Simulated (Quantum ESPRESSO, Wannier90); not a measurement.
**Tight-binding from DFT: InGaAs2 (P-4m2)**

```yaml
crystal:
  lattice:
    - [4.22500, 0.00000, 0.00000]
    - [0.00000, 4.22500, 0.00000]
    - [0.00000, 0.00000, 5.96215]
  atoms:
    - { symbol: In, position: [0.00000, 0.00000, 0.50000] }
    - { symbol: Ga, position: [0.50000, 0.50000, 0.00000] }
    - { symbol: As, position: [0.50000, 0.00000, 0.76848] }
    - { symbol: As, position: [0.00000, 0.50000, 0.23152] }
```

Cell from Materials Project (mp-1223781), symmetrised, no further relaxation. Not found in the COD (Crystallography Open Database) copy used; not checked further. Level: LDA, no spin polarisation, no spin-orbit coupling; pw.x of Quantum ESPRESSO at 64 Ry with PseudoDojo potentials, 8×8×6 k-points, Wannier90. Density: 8×8×6 mesh, cold smearing 0.01 Ry. Spin-orbit coupling is left out although heavy elements are present.

Base run: 16 functions from bands 21-46 of the 46 computed, start hydrogen-like In: s;p; Ga: s;p; As: s;p, centres 0.05 Å off the atoms, frozen window up to 1.50 eV relative to the Fermi level, outer window open. One setting was then changed (edges relative to the Fermi level; misfit to pw.x on a path, for states up to 1.0 eV relative to the Fermi level).

```csv
run,Ω_I (Å²),rms misfit (meV),worst (meV)
base,25.18,1.8,14
changed,33.01,0.9,8.0
```

Problem. Which change was made?
(A) frozen window to -0.50 eV
(B) frozen window to 1.00 eV
(C) outer window to 11.03 eV
(D) frozen window to 5.50 eV
(E) no frozen window

Solution. C, outer window to 11.03 eV. The others give:

| run | Ω_I (Å²) | rms misfit (meV) | worst (meV) |
|---|---|---|---|
| frozen window to -0.50 eV | 24.76 | 26 | 209 |
| frozen window to 5.50 eV | 38.91 | 2.4 | 21 |
| frozen window to 1.00 eV | 24.92 | 2.6 | 42 |
| no frozen window | 24.14 | 86 | 445 |
